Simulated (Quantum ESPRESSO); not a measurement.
Ga3GeO5N, finding a planted mistake in a log

A calculation, not a measurement. The program is pw.x of Quantum ESPRESSO 7.5 (plane-wave density functional theory). The cell is made up: 10 atoms on a corundum lattice, with randomly drawn elements, strain and displacements, not relaxed. PseudoDojo standard norm-conserving files (v0.5 for PBE, v0.4.1 for LDA and PBEsol) set the functional; there is no spin polarisation, spin-orbit coupling or dispersion term, and the masses in the input are unused placeholders.

Intended input:

```
&control calculation='scf', pseudo_dir='./dojo.nc.sr.pbe.v0_5.standard.upf', outdir='./o', disk_io='low', tprnfor=.true., tstress=.true. /
&system ibrav=0, nat=10, ntyp=4, nbnd=50, ecutwfc=84.00895049, nosym=.true., tot_charge=0,
 occupations='smearing', smearing='fd', degauss=0.0018374661
/
&electrons conv_thr=7.350e-09, electron_maxstep=60, /
ATOMIC_SPECIES
Ga 1.0 Ga.upf
Ge 1.0 Ge.upf
N 1.0 N.upf
O 1.0 O.upf
CELL_PARAMETERS angstrom
2.5803 1.4897 4.6337
-2.5803 1.4897 4.6337
0.0 -2.9795 4.6337
ATOMIC_POSITIONS angstrom
Ga 0.0561 -0.0521 4.8967
Ga -0.04 -0.0052 2.0582
Ge -0.0048 0.0121 9.1265
Ga 0.0124 0.0115 11.8459
O -1.0049 1.5291 8.0345
O -0.8233 -1.4299 8.2027
N 1.7774 0.2519 8.1102
O 1.0375 -1.5186 5.851
O 0.6708 1.5959 5.8603
O -1.7477 -0.1219 5.7338
K_POINTS automatic
5 5 5 1 1 1
```

The log is shortened where brackets say so; the opening notice, blank lines, dates and the lines on written files are dropped, and the path of the files is cut. It prints rydbergs, bohrs and kilobars, and counts compression as positive stress. Where no state is partly filled, the Fermi energy that it prints is only some level between the filled and the empty states on the mesh, and need not lie in the true gap.

Log of the intended run:

```
     Program PWSCF v.7.5
     Parallel version (MPI & OpenMP), running on       4 processor cores
     Number of MPI processes:                 4
     Threads/MPI process:                     1
     [start-up lines left out]
     bravais-lattice index     =            0
     lattice parameter (alat)  =      10.4104  a.u.
     unit-cell volume          =     721.1980 (a.u.)^3
     number of atoms/cell      =           10
     number of atomic types    =            4
     number of electrons       =        88.00
     number of Kohn-Sham states=           50
     kinetic-energy cutoff     =      84.0090  Ry
     charge density cutoff     =     336.0358  Ry
     scf convergence threshold =      7.3E-09
     mixing beta               =       0.7000
     number of iterations used =            8  plain     mixing
     Exchange-correlation= PBE
                           (   1   4   3   4   0   0   0)
     [axes and pseudopotential details left out]
   Cartesian axes
     site n.     atom                  positions (alat units)
         1        Ga     tau(   1) = (   0.0101835  -0.0094574   0.8888656  )
         2        Ga     tau(   2) = (  -0.0072609  -0.0009439   0.3736114  )
         3        Ge     tau(   3) = (  -0.0008713   0.0021964   1.6566733  )
         4        Ga     tau(   4) = (   0.0022509   0.0020875   2.1503080  )
         5        O      tau(   5) = (  -0.1824129   0.2775674   1.4584497  )
         6        O      tau(   6) = (  -0.1494482  -0.2595603   1.4889819  )
         7        N      tau(   7) = (   0.3226397   0.0457257   1.4721910  )
         8        O      tau(   8) = (   0.1883305  -0.2756614   1.0620934  )
         9        O      tau(   9) = (   0.1217659   0.2896932   1.0637815  )
        10        O      tau(  10) = (  -0.3172484  -0.0221277   1.0408188  )
     number of k points=    63  Fermi-Dirac smearing, width (Ry)=  0.0018
                       cart. coord. in units 2pi/alat
        k(    1) = (   0.0000000   0.0000000   0.1188884), wk =   0.0320000
        k(    2) = (   0.0000000  -0.2465288   0.1981456), wk =   0.0320000
     [further k points left out]
     Dense  grid:    75093 G-vectors     FFT dimensions: (  64,  64,  64)
     Estimated max dynamical RAM per process >     233.55 MB
     Estimated total dynamical RAM >     879.22 MB
     Initial potential from superposition of free atoms
     starting charge      87.9911, renormalised to      88.0000
     Starting wfcs are   60 randomized atomic wfcs
     total cpu time spent up to now is        8.9 secs
     per-process dynamical memory:   186.4 Mb
     Self-consistent Calculation
     iteration #  1     ecut=    84.01 Ry     beta= 0.70
     Davidson diagonalization with overlap
     ethr =  1.00E-02,  avg # of iterations =  2.2
     total cpu time spent up to now is       27.9 secs
     total energy              =    -822.65952037 Ry
     estimated scf accuracy    <       2.28530792 Ry
     iteration #  2     ecut=    84.01 Ry     beta= 0.70
     Davidson diagonalization with overlap
     ethr =  2.60E-03,  avg # of iterations =  2.9
     total cpu time spent up to now is       48.5 secs
     total energy              =    -823.27833985 Ry
     estimated scf accuracy    <       2.56046105 Ry
     [iterations 3 to 11 left out]
     iteration # 12     ecut=    84.01 Ry     beta= 0.70
     Davidson diagonalization with overlap
     ethr =  1.08E-11,  avg # of iterations =  5.0
     total cpu time spent up to now is      253.7 secs
     total energy              =    -823.74709591 Ry
     estimated scf accuracy    <       0.00000002 Ry
     iteration # 13     ecut=    84.01 Ry     beta= 0.70
     Davidson diagonalization with overlap
     ethr =  1.08E-11,  avg # of iterations =  2.2
     total cpu time spent up to now is      280.0 secs
     End of self-consistent calculation
     [lines on levels left out]
     the Fermi energy is    10.3728 ev
!    total energy              =    -823.74709591 Ry
     estimated scf accuracy    <          2.8E-09 Ry
     smearing contrib. (-TS)   =      -0.00000000 Ry
     internal energy E=F+TS    =    -823.74709591 Ry
     The total energy is F=E-TS. E is the sum of the following terms:
     one-electron contribution =    -259.99648341 Ry
     hartree contribution      =     207.57140473 Ry
     xc contribution           =    -217.54766732 Ry
     ewald contribution        =    -553.77434991 Ry
     convergence has been achieved in  13 iterations
     Forces acting on atoms (cartesian axes, Ry/au):
     atom    1 type  1   force =    -0.03323949   -0.00566349   -0.02446619
     atom    2 type  1   force =    -0.00012869   -0.02770694    0.01531813
     atom    3 type  2   force =     0.05076920    0.00853661   -0.10814607
     atom    4 type  1   force =    -0.01734073    0.04863521    0.09281299
     atom    5 type  4   force =     0.00324037   -0.02158875    0.05643529
     atom    6 type  4   force =     0.01588202   -0.01078002   -0.00967033
     atom    7 type  3   force =    -0.00941369   -0.03155492    0.02296545
     atom    8 type  4   force =     0.00535604    0.02602813   -0.02556690
     atom    9 type  4   force =     0.03142614    0.02836285   -0.03738148
     atom   10 type  4   force =    -0.04655118   -0.01426867    0.01769912
     Total force =     0.203304     Total SCF correction =     0.000088
     Computing stress (Cartesian axis) and pressure
          total   stress  (Ry/bohr**3)                   (kbar)     P=      -84.74
  -0.00061153  -0.00029594   0.00011013          -89.96      -43.53       16.20
  -0.00029594  -0.00076678  -0.00000561          -43.53     -112.80       -0.82
   0.00011013  -0.00000561  -0.00034974           16.20       -0.82      -51.45
     init_run     :      8.13s CPU      8.42s WALL (       1 calls)
     electrons    :    270.20s CPU    271.12s WALL (       1 calls)
     forces       :      2.02s CPU      2.03s WALL (       1 calls)
     stress       :      8.06s CPU      8.06s WALL (       1 calls)
     [timing details left out]
     PWSCF        :   4m48.99s CPU   4m50.27s WALL
     JOB DONE.
```

A second run was made from an input with one planted mistake. Its log:

```
     Program PWSCF v.7.5
     Parallel version (MPI & OpenMP), running on       4 processor cores
     Number of MPI processes:                 4
     Threads/MPI process:                     1
     [start-up lines left out]
     bravais-lattice index     =            0
     lattice parameter (alat)  =      10.4104  a.u.
     unit-cell volume          =     721.1980 (a.u.)^3
     number of atoms/cell      =           10
     number of atomic types    =            4
     number of electrons       =        88.00
     number of Kohn-Sham states=           50
     kinetic-energy cutoff     =      84.0090  Ry
     charge density cutoff     =     336.0358  Ry
     scf convergence threshold =      5.1E-03
     mixing beta               =       0.7000
     number of iterations used =            8  plain     mixing
     Exchange-correlation= PBE
                           (   1   4   3   4   0   0   0)
     [axes and pseudopotential details left out]
   Cartesian axes
     site n.     atom                  positions (alat units)
         1        Ga     tau(   1) = (   0.0101835  -0.0094574   0.8888656  )
         2        Ga     tau(   2) = (  -0.0072609  -0.0009439   0.3736114  )
         3        Ge     tau(   3) = (  -0.0008713   0.0021964   1.6566733  )
         4        Ga     tau(   4) = (   0.0022509   0.0020875   2.1503080  )
         5        O      tau(   5) = (  -0.1824129   0.2775674   1.4584497  )
         6        O      tau(   6) = (  -0.1494482  -0.2595603   1.4889819  )
         7        N      tau(   7) = (   0.3226397   0.0457257   1.4721910  )
         8        O      tau(   8) = (   0.1883305  -0.2756614   1.0620934  )
         9        O      tau(   9) = (   0.1217659   0.2896932   1.0637815  )
        10        O      tau(  10) = (  -0.3172484  -0.0221277   1.0408188  )
     number of k points=    63  Fermi-Dirac smearing, width (Ry)=  0.0018
                       cart. coord. in units 2pi/alat
        k(    1) = (   0.0000000   0.0000000   0.1188884), wk =   0.0320000
        k(    2) = (   0.0000000  -0.2465288   0.1981456), wk =   0.0320000
     [further k points left out]
     Dense  grid:    75093 G-vectors     FFT dimensions: (  64,  64,  64)
     Estimated max dynamical RAM per process >     233.55 MB
     Estimated total dynamical RAM >     879.22 MB
     Initial potential from superposition of free atoms
     starting charge      87.9911, renormalised to      88.0000
     Starting wfcs are   60 randomized atomic wfcs
     total cpu time spent up to now is       10.2 secs
     per-process dynamical memory:   186.4 Mb
     Self-consistent Calculation
     iteration #  1     ecut=    84.01 Ry     beta= 0.70
     Davidson diagonalization with overlap
     ethr =  1.00E-02,  avg # of iterations =  2.2
     total cpu time spent up to now is       30.9 secs
     total energy              =    -822.65952037 Ry
     estimated scf accuracy    <       2.28530792 Ry
     iteration #  2     ecut=    84.01 Ry     beta= 0.70
     Davidson diagonalization with overlap
     ethr =  2.60E-03,  avg # of iterations =  2.9
     total cpu time spent up to now is       53.2 secs
     total energy              =    -823.27833985 Ry
     estimated scf accuracy    <       2.56046105 Ry
     iteration #  3     ecut=    84.01 Ry     beta= 0.70
     Davidson diagonalization with overlap
     ethr =  2.60E-03,  avg # of iterations =  2.0
     total cpu time spent up to now is       72.2 secs
     total energy              =    -823.72161006 Ry
     estimated scf accuracy    <       0.08002449 Ry
     iteration #  4     ecut=    84.01 Ry     beta= 0.70
     Davidson diagonalization with overlap
     ethr =  9.09E-05,  avg # of iterations =  4.2
     total cpu time spent up to now is       96.8 secs
     total energy              =    -823.74591166 Ry
     estimated scf accuracy    <       0.00722793 Ry
     iteration #  5     ecut=    84.01 Ry     beta= 0.70
     Davidson diagonalization with overlap
     ethr =  8.21E-06,  avg # of iterations =  5.8
     total cpu time spent up to now is      120.9 secs
     End of self-consistent calculation
     [lines on levels left out]
     the Fermi energy is    10.3117 ev
!    total energy              =    -823.74540952 Ry
     estimated scf accuracy    <       0.00312613 Ry
     smearing contrib. (-TS)   =      -0.00000000 Ry
     internal energy E=F+TS    =    -823.74540952 Ry
     The total energy is F=E-TS. E is the sum of the following terms:
     one-electron contribution =    -260.05027111 Ry
     hartree contribution      =     207.68677230 Ry
     xc contribution           =    -217.60756080 Ry
     ewald contribution        =    -553.77434991 Ry
     convergence has been achieved in   5 iterations
     Forces acting on atoms (cartesian axes, Ry/au):
     atom    1 type  1   force =    -0.03027086   -0.00695657   -0.02785255
     atom    2 type  1   force =    -0.00409500   -0.02761875    0.01582060
     atom    3 type  2   force =     0.04651867    0.00875090   -0.10496620
     atom    4 type  1   force =    -0.01629914    0.05344500    0.09078185
     atom    5 type  4   force =     0.00415188   -0.02187005    0.05749978
     atom    6 type  4   force =     0.01727277   -0.01054075   -0.00840136
     atom    7 type  3   force =    -0.00944934   -0.03286721    0.02400943
     atom    8 type  4   force =     0.00643519    0.02560174   -0.02643786
     atom    9 type  4   force =     0.03232867    0.02831716   -0.03806502
     atom   10 type  4   force =    -0.04659284   -0.01626145    0.01761133
     Total force =     0.202132     Total SCF correction =     0.184980
     SCF correction compared to forces is large: reduce conv_thr to get better values
     Computing stress (Cartesian axis) and pressure
          total   stress  (Ry/bohr**3)                   (kbar)     P=      -63.15
  -0.00046716  -0.00027842   0.00010798          -68.72      -40.96       15.88
  -0.00027842  -0.00062017   0.00001362          -40.96      -91.23        2.00
   0.00010798   0.00001362  -0.00020049           15.88        2.00      -29.49
     init_run     :      9.65s CPU      9.94s WALL (       1 calls)
     electrons    :    110.17s CPU    110.88s WALL (       1 calls)
     forces       :      2.58s CPU      2.61s WALL (       1 calls)
     stress       :      7.30s CPU      7.30s WALL (       1 calls)
     [timing details left out]
     PWSCF        :   2m10.10s CPU   2m11.21s WALL
     JOB DONE.
```

Question: what was wrong in the second input?

Answer: the self-consistency threshold is too loose. The input lines that differ, file-writing options aside:

```
- &electrons conv_thr=7.350e-09, electron_maxstep=60, /
+ &electrons conv_thr=5.145e-03, electron_maxstep=60, /
```

|  | intended run | run with the mistake |
| --- | --- | --- |
| free energy (eV) | -11207.650 | -11207.627 |
| smearing term -TS (eV) | 0.0000 | 0.0000 |
| pressure (GPa) | -8.47 | -6.31 |
| largest force component (eV/Å) | 2.781 | 2.699 |
| largest change of a force component (eV/Å) |  | 0.124 |
| iterations | 13 | 5 |

For scale, a rerun of the intended cell at a cutoff of 1437 eV and k mesh 7 x 7 x 7 moved values by no more than 0.004 eV in energy, 0.04 GPa in stress and 0.002 eV/Å in force.